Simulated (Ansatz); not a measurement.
The start is a randomly generated symmetric cell of Ni (space group No. 123). The structure is fully relaxed (lattice and positions, P = 0) with PBE (plane waves to 420 eV, PAW, scalar-relativistic; Ansatz, a quantum-chemistry and plane-wave program). The first steps use a coarse 12×12×19 k-mesh.

Initial structure:
```
Ni
1.0
    2.68796     0.00000     0.00000
    0.00000     2.68796     0.00000
    0.00000     0.00000     1.69710
Ni
1
Direct
  0.50000   0.50000   0.50000
```
Spin-polarised start, with parallel moments on Ni.

### Question
Does the structure survive the relaxation? Give the final space group.

### Answer
The space group goes from P4/mmm (No. 123) to Pm-3m (No. 221); the end is AFLOW prototype A_cP1_221_a (A_h), with 1 atom in the primitive magnetic cell.

### Question
How much energy is released per atom?

### Answer
About 2.9 eV/atom.

### Question
How does the volume change?

### Answer
+3.1 %, from 12.26 to 12.65 Å³/atom.

### Question
How do the shortest distances between atoms change?

### Answer
The closest pairs of elements (up to four, under 3.6 Å), start → end: Ni–Ni 1.70 → 2.33 Å.

### Question
Is the relaxed structure metallic? Give its gap.

### Answer
Zero (metallic).

### Question
What magnetic moments remain?

### Answer
Net 0.57 μB/atom, ferromagnetic.

### Question
What does it relax into? Give the structure.

### Answer

```cif
data_Ni
_chemical_formula_sum 'Ni1'
_space_group_name_H-M_alt 'Pm-3m'
_space_group_IT_number 221
_space_group_name_Hall '-P 4 2 3'
_cell_length_a 2.32980
_cell_length_b 2.32980
_cell_length_c 2.32980
_cell_angle_alpha 90.000
_cell_angle_beta 90.000
_cell_angle_gamma 90.000
loop_
_atom_site_label
_atom_site_type_symbol
_atom_site_symmetry_multiplicity
_atom_site_Wyckoff_symbol
_atom_site_fract_x
_atom_site_fract_y
_atom_site_fract_z
_atom_site_occupancy
Ni1 Ni 1 b 0.50000 0.50000 0.50000 1
```

Final values are on a 20×20×20 k-mesh of the relaxed cell. The start holds a very short contact (Ni–Ni 1.70 Å). Spin state reached: ferromagnetic (net 0.57 μB/atom), from parallel starting moments; other spin orders were not run from this start.

The run could not lower the symmetry of its start; a shaken copy of this end point relaxes with PBE to Fm-3m (No. 225), 0.71 eV/atom lower.

The relaxed structure here is a generated cell of Ni: the first start was made by a random draw of sites in a space group, and the end was not matched to a known phase here, so it may be hypothetical. Known forms of Ni include space group No. 225.
